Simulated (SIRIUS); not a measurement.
Consider a self-consistent single point of WS₂ (R3m, 3 atoms in the cell; from Materials Project mp-9813, changed as shown).

```
CELL_PARAMETERS angstrom
      1.56059     0.90100     6.36000
     -1.56059     0.90100     6.36000
      0.00000    -1.80201     6.36000
ATOMIC_POSITIONS crystal
  W  0.00067 0.00067 0.00067
  S  0.41411 0.41411 0.41411
  S  0.25392 0.25392 0.25392
```

Method: LDA (PW92), FP-LAPW (LAPW with two local orbitals a valence shell; core below -3 Ha), all-electron full potential with ZORA scalar-relativistic valence and Dirac core in SIRIUS.

SIRIUS settings:

| key | value |
|---|---|
| parameters.ngridk | 12 12 12 |
| basis | LAPW with two local orbitals a valence shell, core below -3 Ha |
| unit_cell.atom_type_rmt | {W: 2.36, S: 2.04} bohr |
| parameters.xc_functionals | [XC_LDA_X, XC_LDA_C_PW] |
| parameters.aw_cutoff | 7 |
| parameters.pw_cutoff | 20 1/bohr |
| parameters.smearing | fermi_dirac |
| parameters.smearing_width | 0.000367493 Ha |
| parameters.electronic_structure_method | full_potential_lapwlo |
| parameters.lmax_apw | 8 |
| parameters.lmax_rho | 8 |
| parameters.lmax_pot | 8 |
| parameters.auto_rmt | 0 |
| parameters.num_fv_states | 24 |
| parameters.num_mag_dims | 0 |
| parameters.num_dft_iter | 100 |
| parameters.energy_tol | 1e-07 Ha |
| parameters.density_tol | 1e-06 |
| mixer.type | anderson |
| mixer.beta | 0.4 |
| mixer.use_hartree | true |

Task: Estimate, at this level of theory: gap on the k-point mesh and largest force (vector length).

Result: The run gave:

| Quantity | Value |
|---|---|
| Gap on the k-point mesh | 1.15 eV |
| Largest force (vector length) | 0.861 eV/Å |

Gaps are taken between levels on the mesh.

For comparison: a first run was changed to give this one (lattice scaled by 0.98), and from it to this one the free energy goes up by 2.0 meV/atom, the largest force goes from 0.292 to 0.861 eV/Å and the gap on the mesh goes from 1.173 to 1.147 eV.

Spin-orbit coupling is left out, which matters for bands and gaps with elements this heavy. The structure comes from a collection of computed structures, made at another level of theory; the collection holds predicted forms beside known ones. Values depend on the basis (sphere radii, cutoffs, local orbitals), which need not be converged.

Cost on one core: about 4 core-minutes (a rough figure).
